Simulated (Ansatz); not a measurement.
## Two-dimensional strain map in Pt

Level of theory: DFT LDA, scalar-relativistic, plane waves, PAW in Ansatz 0.2.0. Settings: plane waves to 420 eV, k-mesh 22×22×22 (Γ-centred), Gaussian smearing 0.15 eV. Spin–orbit coupling is left out, which can shift energies with elements as heavy as these. No spin polarisation. Energies are free energies at this smearing, counted from the undisturbed cell; pressure is positive in compression.

The undisturbed cell (as given, not relaxed at this level; it stands at -15.9 GPa; this bcc form isn't the usual structure):

```yaml
crystal:
  lattice:
    - [-1.58422, 1.58422, 1.58422]
    - [1.58422, -1.58422, 1.58422]
    - [1.58422, 1.58422, -1.58422]
  atoms:
    - { symbol: Pt, position: [0.00000, 0.00000, 0.00000] }
```

The cell is strained by p along both x and y and by q along z, fractional coordinates fixed. Points are written (p, q).

Energy above the undisturbed cell in meV/atom (a dash: not computed):

| p \ q | -0.030 | -0.015 | 0.000 | 0.015 | 0.030 |
| --- | --- | --- | --- | --- | --- |
| -0.030 | -41.0 | -50.7 | -55.1 | -54.6 | -49.2 |
| -0.015 | -52.7 | – | -37.9 | – | -7.1 |
| 0.000 | -40.7 | -22.0 | 0.0 | 25.1 | 53.3 |
| 0.030 | 42.1 | – | 126.3 | – | 217.5 |

Pressure in GPa:

| p \ q | -0.030 | -0.015 | 0.000 | 0.015 | 0.030 |
| --- | --- | --- | --- | --- | --- |
| -0.030 | 8.8 | 3.8 | -0.9 | -5.1 | -9.0 |
| -0.015 | -0.9 | – | -9.0 | – | -15.9 |
| 0.000 | -9.0 | -12.6 | -15.9 | -18.8 | -21.5 |
| 0.030 | -21.5 | – | -26.1 | – | -29.9 |